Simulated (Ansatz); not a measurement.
Level: PBE, no spin polarisation; 420 eV; 5×10×4 Γ-centred mesh; fermi-dirac occupations (width 0.1 eV); Ansatz 0.2.0, fixed geometry.

Computed maps in the lattice plane spanned by a (left to right, 7.26 Å, 22 points from zero) and c (bottom to top, 9.72 Å, 26 points from zero), 90° apart, at height 0.250 along b. The fields are smooth PAW ones with compensation charges, not the true ones near nuclei.

Valence density. Digits on a logarithmic scale: 0 up to 0.03 e/Å³, each further digit a factor of 1.6, 9 from 1.3 e/Å³ up:
```
2222222344444444433222
2233333344333444332222
2345544444323444322222
3468864444333443322222
3468864445545543322233
4456654344444444333333
4444433333344566543444
4554332223334688644455
3344332222234688644443
2344432222223455444443
3344433222222333333443
4444443322222222223444
4444555432222222223344
4445677532224666433344
4445797532247999743344
4344565432269999963334
3333443321269999963333
3332222111248999742233
2333221111234676421222
3467642122223332211112
4899974223333322221112
6999996333333334433212
6999996333443445654322
4799974334444457975322
2466643334444456775322
2222222334444445554322
```

ELF. Ten even steps from '0' (0.02) to '9' (1.00):
```
2110000246533544565432
3455421242000354432222
3689973352220265321112
4799996465101564211112
4799997578767754211223
5579985467777665433455
7766543345555799854677
6775421122347999975787
0156421111247999964651
2026532111236899733522
0035443222234554212420
3354456543221100002465
5434799864200000002466
4326999973001453001466
4327999962016888600466
4325999830048878820466
5322465210048878830355
4210010000017888710244
1000000000001454100112
0145410011210000000000
1788871024442100100000
4887883035553224652100
4887882046643259998300
1688860046643279999620
0145300146643269999730
0000000246654347998642
```

Problem. The cell is CaAlH₂. Which atoms lie within 0.2 Å of this plane, and where (fractions of a and c)?

Solution. H at (0.23, 0.43), H at (0.73, 0.07), Al at (1.00, 0.61), Al at (0.50, 0.89), H at (0.66, 0.67), H at (0.16, 0.83), Ca at (0.14, 0.14), Ca at (0.64, 0.36). The whole cell:
```
CELL_PARAMETERS angstrom
7.25902 0.00000 0.00000
0.00000 3.45668 0.00000
0.00000 0.00000 9.72418
ATOMIC_POSITIONS crystal
H 0.23000 0.25000 0.43100
H 0.27000 0.75000 0.93100
H 0.73000 0.25000 0.06900
H 0.77000 0.75000 0.56900
Al 0.99800 0.25000 0.61300
Al 0.50200 0.75000 0.11300
Al 0.49800 0.25000 0.88700
Al 0.00200 0.75000 0.38700
H 0.66400 0.25000 0.67400
H 0.83600 0.75000 0.17400
H 0.16400 0.25000 0.82600
H 0.33600 0.75000 0.32600
Ca 0.13500 0.25000 0.13600
Ca 0.36500 0.75000 0.63600
Ca 0.63500 0.25000 0.36400
Ca 0.86500 0.75000 0.86400
```

Origin: a known structure type with other elements, at an estimated volume, so it need not be a known compound.
